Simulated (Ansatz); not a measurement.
The elements of this relaxed trial crystal are hidden behind letters.

```
lattice vectors (Å)
   3.7900    0.0000    0.0000
  -1.8950    3.2822    0.0000
   0.0000    0.0000    9.3407
fractional positions
X 0.6667 0.3333 0.3418
X 0.3333 0.6667 0.6576
Z 0.0000 0.0000 0.9964
Q 0.6667 0.3333 0.1034
Q 0.3333 0.6667 0.4177
Q 0.0000 0.0000 0.7332
```

Method: DFT PBE, scalar-relativistic, plane waves, PAW in Ansatz. Settings of the last relaxation (6-atom cell): 420 eV, 12×12×4 k points, Gaussian smearing of 0.02 eV, no spin polarisation.

* Space group: P3m1 (No. 156)
* Conventional cell: a = 3.790 Å, c = 9.341 Å
* Volume per atom: 19.37 Å³
* Density: 4.58 g/cm³
* Energy over the elements: −0.726 eV/atom
* Gap on the 12×12×4 mesh of the 6-atom cell: 2.37 eV

Energies are uncorrected and count from the elements' standard states at the same level.

**Question.** X is an s-block element of period 2, Z is a d-block element of period 4 and Q is a p-block element of period 4. Which elements are they?

**Answer.** X = Be, Z = Zn, Q = Se, so the formula is Be2ZnSe3. Density times volume gives a mean mass of 4.58 × 19.37/1.6605 = 53.4 u per atom, and this set has 53.4 u. Around Be on its first site lie 4 Se at 2.23–2.30 Å; Zn has 4 Se at 2.41–2.46 Å; Se on its first site has 1 Be at 2.23 Å and 3 Zn at 2.41 Å; 3 more sites not described. Other sets within the hints have nearly the same mass, so mass alone doesn't settle it; this one was computed.

Kohn–Sham gaps at this level usually fall short of measured ones. Symmetry constrained the relaxation, so the result can be a saddle point. Another cell of Be2ZnSe3 relaxed alike, in I-4m2, lies 15 meV/atom lower, so this cell isn't the stable form at this level.
